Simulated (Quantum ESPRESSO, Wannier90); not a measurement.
Wannier functions of SnO2 (rutile)

Materials Project entry mp-856; symmetrised, unrelaxed at this level. COD (Crystallography Open Database) has an entry of this formula and space group (matched by these alone). Computed values, not measurements, from PBEsol: Quantum ESPRESSO (norm-conserving PseudoDojo potentials, cutoff 68 Ry, spinors with spin-orbit coupling) on a Γ-centred 4×4×6 mesh, then Wannier90. Density: 6×6×10 mesh, cold smearing 0.01 Ry.

On the energy scale of pw.x, whose zero is arbitrary, the valence-band maximum lies at 9.39 eV.

Input w.win:

```
num_bands = 8
num_wann = 8
exclude_bands = 1-20,29-94
spinors = true
num_iter = 800
conv_tol = 1.0e-6
conv_window = 4
write_hr = true
write_u_matrices = true
auto_projections = true
begin unit_cell_cart
ang
    4.7648200000    0.0000000000    0.0000000000
    0.0000000000    4.7648200000    0.0000000000
    0.0000000000    0.0000000000    3.2075000000
end unit_cell_cart
begin atoms_frac
Sn   0.5000000000  0.5000000000  0.5000000000
Sn   0.0000000000  0.0000000000  0.0000000000
O    0.1940300000 -0.1940300000  0.5000000000
O   -0.1940300000  0.1940300000  0.5000000000
O   -0.3059700000 -0.3059700000  0.0000000000
O    0.3059700000  0.3059700000  0.0000000000
end atoms_frac
mp_grid = 4 4 6
begin kpoints
0.0000000000 0.0000000000 0.0000000000
0.0000000000 0.0000000000 0.1666666667
0.0000000000 0.0000000000 0.3333333333
... (93 more lines: the 4x4x6 mesh through Gamma)
end kpoints
```

Input of pw2wannier90.x that gives the overlap and projection files (equivalent; here they were cut from one run over all bands):

```
&inputpp
  outdir = './out'
  prefix = 'pwscf'
  seedname = 'w'
  write_amn = .true.
  write_mmn = .true.
  atom_proj = .true.
  atom_proj_exclude = 1 2 3 4 5 6 7 8 9 10 11 12 13 14 15 16 17 18 19 20 21 22 23 24 25 26 27 28 29 30 31 32 33 34 35 36 39 40 41 42 43 44 47 48 49 50 51 52 55 56 57 58 59 60 63 64 65 66 67 68
/
```

Output w.wout (banner and timings cut):

```
                                    ------
                                    SYSTEM
                                    ------

                              Lattice Vectors (Ang)
                    a_1     4.764820   0.000000   0.000000
                    a_2     0.000000   4.764820   0.000000
                    a_3     0.000000   0.000000   3.207500

                   Unit Cell Volume:      72.82151  (Ang^3)

                        Reciprocal-Space Vectors (Ang^-1)
                    b_1     1.318662   0.000000   0.000000
                    b_2     0.000000   1.318662   0.000000
                    b_3     0.000000   0.000000   1.958904

 *----------------------------------------------------------------------------*
 |   Site       Fractional Coordinate          Cartesian Coordinate (Ang)     |
 +----------------------------------------------------------------------------+
 | sn   1   0.50000   0.50000   0.50000   |    2.38241   2.38241   1.60375    |
 | sn   2   0.00000   0.00000   0.00000   |    0.00000   0.00000   0.00000    |
 | o    1   0.19403  -0.19403   0.50000   |    0.92452  -0.92452   1.60375    |
 | o    2  -0.19403   0.19403   0.50000   |   -0.92452   0.92452   1.60375    |
 | o    3  -0.30597  -0.30597   0.00000   |   -1.45789  -1.45789   0.00000    |
 | o    4   0.30597   0.30597   0.00000   |    1.45789   1.45789   0.00000    |
 *----------------------------------------------------------------------------*
                                ------------
                                K-POINT GRID
                                ------------

             Grid size =  4 x  4 x  6      Total points =   96

 *---------------------------------- MAIN ------------------------------------*
 |  Number of Wannier Functions               :                 8             |
 |  Number of Objective Wannier Functions     :                 8             |
 |  Number of input Bloch states              :                 8             |
 |  Output verbosity (1=low, 5=high)          :                 1             |
 |  Timing Level (1=low, 5=high)              :                 1             |
 |  Optimisation (0=memory, 3=speed)          :                 3             |
 |  Length Unit                               :               Ang             |
 |  Post-processing setup (write *.nnkp)      :                 F             |
 |  Using Gamma-only branch of algorithms     :                 F             |
 *----------------------------------------------------------------------------*
 *------------------------------- WANNIERISE ---------------------------------*
 |  Total number of iterations                :               800             |
 |  Number of CG steps before reset           :                 5             |
 |  Trial step length for line search         :             2.000             |
 |  Convergence tolerence                     :         0.100E-05             |
 |  Convergence window                        :                 4             |
 |  Iterations between writing output         :                 1             |
 |  Iterations between backing up to disk     :               100             |
 |  Write r^2_nm to file                      :                 F             |
 |  Write xyz WF centres to file              :                 F             |
 |  Write on-site energies <0n|H|0n> to file  :                 F             |
 |  Use guiding centre to control phases      :                 F             |
 |  Use phases for initial projections        :                 F             |
 *----------------------------------------------------------------------------*
 *-------------------------------- PLOTTING ----------------------------------*
 |  Plotting Hamiltonian in WF basis          :                 T             |
 *----------------------------------------------------------------------------*

       ... (k-mesh section left out)

 Starting a new Wannier90 calculation ...

 Reading overlaps from w.mmn

 Reading projections from w.amn

 *------------------------------- WANNIERISE ---------------------------------*
 +--------------------------------------------------------------------+<-- CONV
 | Iter  Delta Spread     RMS Gradient      Spread (Ang^2)            |<-- CONV
 +--------------------------------------------------------------------+<-- CONV

 ------------------------------------------------------------------------------
 Initial State
  WF centre and spread    1  (  0.884871, -0.884871,  1.603750 )     1.37709038
  WF centre and spread    2  (  0.884871, -0.884871,  1.603750 )     1.37709038
  WF centre and spread    3  ( -0.884871,  0.884871,  1.603750 )     1.37709038
  WF centre and spread    4  ( -0.884871,  0.884871,  1.603750 )     1.37709038
  WF centre and spread    5  ( -1.497539, -1.497539, -0.000000 )     1.37709038
  WF centre and spread    6  ( -1.497539, -1.497539, -0.000000 )     1.37709038
  WF centre and spread    7  (  1.497539,  1.497539, -0.000000 )     1.37709038
  WF centre and spread    8  (  1.497539,  1.497539, -0.000000 )     1.37709038
  Sum of centres and spreads ( -0.000000, -0.000000,  6.415000 )    11.01672307

      0     0.110E+02     0.0000000000       11.0167230683  <-- CONV
        O_D=      0.0019547 O_OD=      0.0768954 O_TOT=     11.0167231 <-- SPRD
 ------------------------------------------------------------------------------
      1    -0.114E-02     0.0391620573       11.0155817731  <-- CONV
        O_D=      0.0017946 O_OD=      0.0759143 O_TOT=     11.0155818 <-- SPRD
      2    -0.220E-03     0.0188649262       11.0153613603  <-- CONV
        O_D=      0.0017572 O_OD=      0.0757312 O_TOT=     11.0153614 <-- SPRD
      3    -0.521E-04     0.0092256961       11.0153092943  <-- CONV
        O_D=      0.0017511 O_OD=      0.0756853 O_TOT=     11.0153093 <-- SPRD
      4    -0.274E-04     0.0061486407       11.0152819414  <-- CONV
        O_D=      0.0017501 O_OD=      0.0756590 O_TOT=     11.0152819 <-- SPRD
      5    -0.133E-04     0.0046135314       11.0152686385  <-- CONV
        O_D=      0.0017481 O_OD=      0.0756477 O_TOT=     11.0152686 <-- SPRD
       ... (lines left out)
      8    -0.473E-06     0.0008204446       11.0152633597  <-- CONV
        O_D=      0.0017474 O_OD=      0.0756431 O_TOT=     11.0152634 <-- SPRD
      9    -0.138E-06     0.0005124380       11.0152632215  <-- CONV
        O_D=      0.0017474 O_OD=      0.0756429 O_TOT=     11.0152632 <-- SPRD
     10    -0.442E-07     0.0002725425       11.0152631772  <-- CONV
        O_D=      0.0017474 O_OD=      0.0756429 O_TOT=     11.0152632 <-- SPRD
             <<<     Delta < 1.000E-06  over  4 iterations     >>>
             <<< Wannierisation convergence criteria satisfied >>>
 Final State
  WF centre and spread    1  (  0.884843, -0.884843,  1.603750 )     1.37690790
  WF centre and spread    2  (  0.884843, -0.884843,  1.603750 )     1.37690790
  WF centre and spread    3  ( -0.884843,  0.884843,  1.603750 )     1.37690790
  WF centre and spread    4  ( -0.884843,  0.884843,  1.603750 )     1.37690790
  WF centre and spread    5  ( -1.497567, -1.497567, -0.000000 )     1.37690790
  WF centre and spread    6  ( -1.497567, -1.497567, -0.000000 )     1.37690790
  WF centre and spread    7  (  1.497567,  1.497567, -0.000000 )     1.37690790
  WF centre and spread    8  (  1.497567,  1.497567, -0.000000 )     1.37690790
  Sum of centres and spreads ( -0.000000, -0.000000,  6.415000 )    11.01526318

         Spreads (Ang^2)       Omega I      =    10.937872879
        ================       Omega D      =     0.001747390
                               Omega OD     =     0.075642909
    Final Spread (Ang^2)       Omega Total  =    11.015263177
```
